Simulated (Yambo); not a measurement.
A G0W0@LDA run in Yambo for GaN (wurtzite, space group P6_3mc, No. 186) (6×6×4 Γ-centred k mesh, 93 bands and a 8 Ry block in the screening, 93 bands in G with the Bruneval-Gonze terminator, plasmon pole fitted at 27.2 eV) gives these matrix elements, in eV, at the band edges (Γ → Γ):

| state | E0 | <Vxc> | <Σx> | <Σc(E0)> | Z |
|---|---|---|---|---|---|
| valence edge | 0.000 | -18.373 | -21.378 | 2.821 | 0.800 |
| conduction edge | 2.181 | -14.366 | -10.124 | -3.550 | 0.822 |

**Question.** Solve the linearised quasiparticle equation for both states, give the gap, and say how exchange and correlation each act on it.

**Answer.** E = E0 + Z(Σx + Σc − Vxc). Valence: 0.000 + 0.800 × (-21.378 + (2.821) − (-18.373)) = -0.15 eV. Conduction: 2.181 + 0.822 × (-10.124 + (-3.550) − (-14.366)) = 2.75 eV. The gap is 2.90 eV, against 2.18 eV in LDA. Replacing Vxc by bare exchange alone would open it by 7.25 eV; correlation takes back 6.37 eV of that, and Z scales what is left. Nearest settings tried, and what they do to the gap: 74 bands in W, 74 bands in G: +14 meV; 6 Ry block (85 vectors against 123): -121 meV; 6×6×2 mesh: -13 meV. So the settings aren't converged at that level. Spin-orbit splittings are left out.

The standard potential for Ga keeps a d shell in the valence without the s and p states of that shell. In tests on such compounds this moved G0W0 gaps by up to about 0.9 eV, so absolute quasiparticle energies here are unreliable; differences between settings are what counts.

Geometry relaxed with LDA; primitive cell a = 3.150 Å, b = 3.150 Å, c = 5.136 Å, α = 90.00°, β = 90.00°, γ = 120.00°.
